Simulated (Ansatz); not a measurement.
Ga3Ni2 (La2O3 or Ni2Al3 type, P-3m1), the program Ansatz at the r²SCAN level (PAW), all energies at zero smearing, with the estimated change up to a 700 eV cutoff added, with one set of potentials and settings (totals compare only within such a set). Cell of 5 atoms (3 Ga, 2 Ni): -23063.540 eV.

```csv
element,reference phase,E (eV/atom)
Ga,"Cmce, 4 atoms in the cell",-3790.2722
Ni,"Fm-3m, 1 atoms in the cell, spin-polarised",-5845.2921
```

Formation energy per atom, worked out: (-23063.540 − 3×(-3790.2722) − 2×(-5845.2921))/5 = -0.428 eV/atom (-41 kJ per mol of atoms), at 0 K, without zero-point energy or fitted corrections.

The first step of the workflow began from a Materials Project structure, measured or hypothetical; the Crystallography Open Database files this formula in space group No. 164, but the cells were not matched. Whether it is the stable phase at ambient conditions was not checked. Symmetry was held in the r²SCAN relaxation; whether a distortion lowers the energy is not shown. No spin polarisation was allowed. The references are the lowest solids computed at this level, not always the standard phases.

Potentials: the earlier of the program's two PAW sets.
